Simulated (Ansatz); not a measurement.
Clean, relaxed (100) surface of HfC, space group Fm-3m (No. 225) (top face towards +c; atoms held fixed, by place in the list: 1, 2, 3, 4):

```
CELL_PARAMETERS angstrom
3.25787 0.00000 0.00000
0.00000 3.25787 0.00000
0.00000 0.00000 23.91098
ATOMIC_POSITIONS crystal
Hf 0.00000 0.00000 0.35549
C 0.50000 0.50000 0.35549
Hf 0.50000 0.50000 0.45183
C 0.00000 0.00000 0.45183
Hf 0.00000 0.00000 0.54680
C 0.50000 0.50000 0.54802
Hf 0.50000 0.50000 0.64055
C 0.00000 0.00000 0.64435
```

These are results of DFT PBEsol, scalar-relativistic, plane waves, PAW in Ansatz 0.2.0, not measurements. Plane waves to 420 eV, a k mesh through Γ of 9×9×1 on the computed 8-atom cell and Gaussian smearing (0.10 eV); no spin polarisation. A dipole correction removes the field between periodic images along c.

N$_{2}$ is put at the bridge (Hf-C) at (0.75, 0.25) site, one adsorbate per 10.6 Å², and relaxed. E_ads counts from the clean slab and the free adsorbate (spin-polarised where it has unpaired electrons); negative means bound. Heights count from the highest slab atom after relaxation. Bonded neighbours lie within 1.25 times the sum of covalent radii (1.35 for H) and, on that scale, within 12 % of the closest. With the adsorbate the cell is lengthened along c to keep the vacuum.

(1) How strongly does it bind, and where does its anchoring atom end?

(2) How high does its anchoring atom sit over the highest slab atom, and what is the shortest contact with the surface?

(3) The clean face has a work function of 4.08 eV. How does the adsorbate change it?

(4) Does the adsorbate stay in one piece?

Each end is the local minimum or symmetric point that its start leads to. The slab is only 6.9 Å thick, so the energies aren't converged with thickness.

For at least one of the starts the bottom face's work function also shifts by over 0.1 eV: the slab is too thin to screen the adsorbate, so the work functions aren't converged with thickness.

Answers

(1) -0.38 eV; at (0.50, 0.50), 1 bonded neighbour (Hf).

(2) 2.29 Å; N–Hf 2.33 Å.

(3) By +0.57 eV.

(4) Yes.